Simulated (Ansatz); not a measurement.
Input, command and steps of an Ansatz relaxation.

```yaml
crystal:
  lattice:
    - [0.0, 2.6890286485, 2.6890286485]
    - [2.6890286485, 0.0, 2.6890286485]
    - [2.6890286485, 2.6890286485, 0.0]
  atoms:
    - { symbol: Zn, position: [0.0, 0.0, 0.0] }
    - { symbol: In, position: [0.5, 0.5, 0.5] }
basis:
  ecutwfc: 420
kpoints:
  mp_grid: { grid: [6, 6, 6] }
hamiltonian:
  xc: pbe
scf:
  occupations: { method: gaussian, width: 0.1 }
  lower_state_search: "off"
output:
  forces: true
  stress: true
  eigenvalues: true
relax:
  adjacent_minimum: "off"
  f_tol: 0.04
  max_steps: 70
  cell: { stress_tol: 0.4 }
```

```bash
ansatz run input.yaml --threads 1 --pin off --max-ram 2560MiB --backend cpu --events-out ev --progress --plain --runs-dir out
```

Method: DFT PBE, scalar-relativistic, plane waves, PAW (Ansatz).

Of 5 frames 5 are shown, positions in Å and forces in eV/Å; the SCF threshold varies from step to step. Steps run on the plane waves of an earlier cell, with a Pulay correction in the pressure. The basis is chosen afresh for the last frame, the zero of the energies, and at times for earlier ones too; energy and pressure step there, also at an unchanged geometry.

```xyz
2
Lattice="0.0000 2.6890 2.6890 2.6890 0.0000 2.6890 2.6890 2.6890 0.0000" Properties=species:S:1:pos:R:3:forces:R:3 pbc="T T T" step=1 free_energy_over_end_meV_per_atom=115.39 pressure_GPa=11.74
Zn    0.0000    0.0000    0.0000    0.0000    0.0000    0.0000
In    2.6890    2.6890    2.6890    0.0000    0.0000    0.0000
2
Lattice="0.0000 2.8201 2.8201 2.8201 0.0000 2.8201 2.8201 2.8201 0.0000" Properties=species:S:1:pos:R:3:forces:R:3 pbc="T T T" step=2 free_energy_over_end_meV_per_atom=5.14 pressure_GPa=1.65
Zn    0.0000    0.0000    0.0000    0.0000    0.0000    0.0000
In    2.8201    2.8201    2.8201    0.0000    0.0000    0.0000
2
Lattice="0.0000 2.8441 2.8441 2.8441 0.0000 2.8441 2.8441 2.8441 0.0000" Properties=species:S:1:pos:R:3:forces:R:3 pbc="T T T" step=3 free_energy_over_end_meV_per_atom=1.59 pressure_GPa=0.46
Zn    0.0000    0.0000    0.0000    0.0000    0.0000    0.0000
In    2.8441    2.8441    2.8441    0.0000    0.0000    0.0000
2
Lattice="0.0000 2.8543 2.8543 2.8543 0.0000 2.8543 2.8543 2.8543 0.0000" Properties=species:S:1:pos:R:3:forces:R:3 pbc="T T T" step=4 free_energy_over_end_meV_per_atom=1.34 pressure_GPa=-0.01
Zn    0.0000    0.0000    0.0000    0.0000    0.0000    0.0000
In    2.8543    2.8543    2.8543    0.0000    0.0000    0.0000
2
Lattice="0.0000 2.8543 2.8543 2.8543 0.0000 2.8543 2.8543 2.8543 0.0000" Properties=species:S:1:pos:R:3:forces:R:3 pbc="T T T" step=5 free_energy_over_end_meV_per_atom=0.00 pressure_GPa=0.00
Zn    0.0000    0.0000    0.0000    0.0000    0.0000    0.0000
In    2.8543    2.8543    2.8543    0.0000    0.0000    0.0000
```

The start puts this composition into another compound's structure type, which needn't suit it. At the end the space group is Fm-3m (tolerance 0.05 Å).

Time: 1.9 s on 1 thread of AMD EPYC 9B45 (Zen 5) (shared host), peak memory 0.37 GiB.

The k mesh is coarse.